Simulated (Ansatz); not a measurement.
Relaxed-ion elastic tensor of In (simple cubic, Pm-3m) in GPa (Voigt order), DFT-PBE in the program Ansatz with PAW potentials; density 6.44 g/cm³, 29.59 Å³ per atom.

```tsv
	1	2	3	4	5	6
1	70.5	10.6	10.6	0.0	0.0	0.0
2	10.6	70.5	10.6	0.0	0.0	0.0
3	10.6	10.6	70.5	0.0	0.0	0.0
4	0.0	0.0	0.0	-5.9	0.0	0.0
5	0.0	0.0	0.0	0.0	-5.9	0.0
6	0.0	0.0	0.0	0.0	0.0	-5.9
```

Is the crystal mechanically stable?

No: the smallest eigenvalue of C is -5.9 GPa.

The cell is a constructed one: a structure type filled with these elements; neither database checked (COD, Materials Project) lists it. It is not the phase usual at ambient conditions (space group No. 139). The PBE relaxation kept the symmetry of its start. At this level the phase is mechanically unstable. As this level gives no gap, shear constants depend on the k-mesh and smearing (Fermi–Dirac, 0.1 eV here).

Potentials: the later of the program's two PAW sets.
